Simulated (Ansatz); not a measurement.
Data:

ScAl₂:
```
ScAl2
1.0
   -1.55881     1.55881     5.56675
    1.55881    -1.55881     5.56675
    1.55881     1.55881    -5.56675
Sc Al
1 2
Cartesian
  0.00000   0.00000   0.00000
  0.00000   0.00000   3.60724
  0.00000   0.00000   7.52626
```

This is the PBEsol-relaxed structure.

Q: All from DFT-PBEsol in the program Ansatz with PAW potentials, unless another level is named. Estimate the density of states at the Fermi level.

A: 0.88 states/eV per atom (mean over ±0.08 eV).

Q: What about the formation energy from the elements (no fitted shifts)?

A: -0.26 eV/atom.

Space group I4/mmm (MoSi2 or CaC2 type). The cell is a constructed one: a structure type filled with these elements; neither database checked (COD, Materials Project) lists it. Its standing as an ambient phase is unchecked. Symmetry was held in the PBEsol relaxation; whether a distortion lowers the energy is not shown. No spin polarisation was allowed. The references are the lowest solids computed at this level, not always the standard phases.

Potentials: the earlier of the program's two PAW sets. The files were generated under PBE; for other functionals the program regenerates the frozen cores, and for LDA and PBEsol the local potential too.
